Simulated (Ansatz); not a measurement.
# Relaxing a structure of Ti

The start is a relaxed Ti cell shaken by Gaussian noise of σ = 0.08 Å a coordinate. The cell and all atomic positions are relaxed at zero pressure with PBEsol (plane waves to 420 eV, PAW, scalar-relativistic; Ansatz, an electronic-structure program). The first steps use a coarse 7×7×7 k-mesh.

Input geometry:
```yaml
crystal:
  lattice:
    - [-3.21702, 3.21702, 3.21702]
    - [3.21702, -3.21702, 3.21702]
    - [3.21702, 3.21702, -3.21702]
  atoms:
    - { symbol: Ti, position: [0.46033, 0.44739, 0.46972] }
    - { symbol: Ti, position: [0.51827, 0.02855, 0.05028] }
    - { symbol: Ti, position: [0.99707, 0.04882, 0.52232] }
    - { symbol: Ti, position: [0.01557, 0.49655, 0.98806] }
    - { symbol: Ti, position: [0.92516, 0.93049, 0.94558] }
    - { symbol: Ti, position: [0.49547, 0.02236, 0.52499] }
    - { symbol: Ti, position: [0.98359, 0.53646, 0.48883] }
    - { symbol: Ti, position: [0.55929, 0.49982, 0.97868] }
```

**Question.** Is the parent structure recovered?

**Answer.** It does not go back: it reaches P6₃/mmc (No. 194), hcp (Mg type), 0.06 eV/atom below the parent.

**Question.** How do the shortest distances between atoms change?

**Answer.** The closest pairs of elements (up to four, under 3.6 Å), start → end: Ti–Ti 2.53 → 2.84 Å.

**Question.** Is the relaxed structure metallic? Give its gap.

**Answer.** No gap (metallic).

**Question.** What does it relax into? Give the structure.

**Answer.** 
Space group P6₃/mmc (No. 194); a = b = 2.9006 Å, c = 4.5903 Å, α = β = 90.00°, γ = 120.00°

```
atom  site  symmetry       x       y       z
----  ----  --------  ------  ------  ------
Ti      2c      -6m2  0.3333  0.6667  0.2500
```

Final values are on a 18×18×10 k-mesh of the relaxed cell. No spin polarisation in the result.

Of the parent cell (I-43d (No. 220)): it is a generated cell of Ti: the first start was made by placing the elements on the sites of a structure type, and the end was not matched to a known phase here, so it may be hypothetical. Known forms of Ti include space group No. 194.
